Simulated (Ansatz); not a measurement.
Relaxed InAs (zinc blende):

```xyz
2
Lattice="0.0000 3.0932 3.0932 3.0932 0.0000 3.0932 3.0932 3.0932 0.0000" Properties=species:S:1:pos:R:3 pbc="T T T"
As     4.6397     4.6397     4.6397
In     0.0000     0.0000     0.0000
```

Method: PBE (plane waves to 420 eV, PAW, scalar-relativistic; Ansatz, an electronic-structure program). k mesh 8×8×8 (Γ-centred), Fermi-Dirac smearing 0.05 eV. With partly filled bands, energies and forces of such displacements shift with the k mesh and the smearing. At this level the bands of InAs touch or barely overlap; measurements give the solid a gap. InAs was relaxed with its symmetry unable to fall.

One atom of the cell was then moved (with its periodic images), all else fixed, and the forces (eV/Å) came out as:

```json
[
 {"atom": "As1", "Fx": "2.549", "Fy": "0.000", "Fz": "0.000"},
 {"atom": "In2", "Fx": "-2.549", "Fy": "0.000", "Fz": "0.000"}
]
```

With two atoms only their relative shift counts; take As1 as fixed.

### Question
Which atom was moved, and by which vector (Å)?

### Answer
In2, by (0.44, 0.00, 0.00), 0.44 Å in all.

(A displaced cell: forces are minus the slopes of the energy, force constants its curvatures, and phonons follow from these.)
